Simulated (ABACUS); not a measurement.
Set-up for a self-consistent single point of TiSi2 (Cmcm, 12 atoms in the cell; from Materials Project mp-1077503, changed as shown).

```
TiSi2
1.0
    3.45961     0.00000     0.00000
    0.00000    13.24819     0.00000
    0.00000     0.00000     3.49387
Ti Si
4 8
Direct
  0.50000   0.60312   0.75000
  0.00000   0.89688   0.25000
  0.00000   0.10312   0.75000
  0.50000   0.39688   0.25000
  0.50000   0.94175   0.75000
  0.00000   0.55825   0.25000
  0.00000   0.75031   0.75000
  0.50000   0.74969   0.25000
  0.00000   0.44175   0.75000
  0.50000   0.05825   0.25000
  0.50000   0.25031   0.75000
  0.00000   0.24969   0.25000
```

Computed with PBE, numerical atomic orbitals DZP (confined pseudo-atomic orbitals with Gaussian additions; energy shift 0.01 Ry), PseudoDojo 0.5 standard norm-conserving PBE (tails mended) pseudopotentials run with ABACUS.

ABACUS settings:

| key | value |
|---|---|
| basis | DZP numerical atomic orbitals, energy shift 0.01 Ry |
| KPT | Gamma 6 2 6 0 0 0 |
| basis_type | lcao |
| dft_functional | PBE |
| ecutwfc | 100 Ry |
| smearing_method | fd |
| smearing_sigma | 0.00734986 Ry |
| potentials | PseudoDojo 0.5 standard norm-conserving PBE (tails mended) |
| symmetry | 1 |
| symmetry_prec | 1e-05 |
| ks_solver | genelpa |
| scf_nmax | 100 |
| scf_thr | 1.0e-07 |
| mixing_type | broyden |
| mixing_beta | 0.7 |

Results:

```
Quantity                                                 Result
------------------------------------------------  -------------
Number of valence electrons                                  80
Number of bands                                              50
Number of k-points after the program's reduction             32
Size of the basis                                           208
Number of SCF iterations                                     11
Free energy E − TS                                -7386.6673 eV
Fermi level (on the code's own zero)                   13.96 eV
Pressure                                              13.26 GPa
Largest force (vector length)                        0.480 eV/Å
```

Forces (eV/Å):
| atom | Fx | Fy | Fz |
|---|---|---|---|
| Ti1 | 0.000 | -0.251 | 0.000 |
| Ti2 | 0.000 | 0.251 | 0.000 |
| Ti3 | 0.000 | -0.251 | 0.000 |
| Ti4 | 0.000 | 0.251 | 0.000 |
| Si5 | 0.000 | -0.480 | 0.000 |
| Si6 | 0.000 | 0.479 | 0.000 |
| Si7 | 0.000 | 0.036 | 0.000 |
| Si8 | 0.000 | -0.037 | 0.000 |
| Si9 | 0.000 | -0.479 | 0.000 |
| Si10 | 0.000 | 0.480 | 0.000 |
| Si11 | 0.000 | 0.037 | 0.000 |
| Si12 | 0.000 | -0.036 | 0.000 |

Stress (GPa, positive for compression):
```
13.59   0.00   0.00
 0.00  11.26   0.00
 0.00   0.00  14.93
```

For comparison: a first run was changed to give this one (lattice scaled by 0.98), and from it to this one the free energy goes up by 41.2 meV/atom, the pressure goes from 3.07 to 13.26 GPa and the largest force goes from 0.241 to 0.480 eV/Å.

The atom-centred basis is finite, which shifts total energies, pressures and forces against plane waves. The structure comes from a collection of computed structures, made at another level of theory; the collection holds predicted forms beside known ones. No clean gap shows at this smearing width and mesh (spacing up to 0.30 Å⁻¹); the mesh is coarse for partly filled bands, so the values carry mesh errors.

Cost on one core: roughly 110 core-seconds.

The atomic orbitals were generated for these runs; they are not ABACUS's published sets and were checked against plane waves on a few crystals only.

“Tails mended”: in these copies of the files the far tail of each local potential was reset to the Coulomb form.
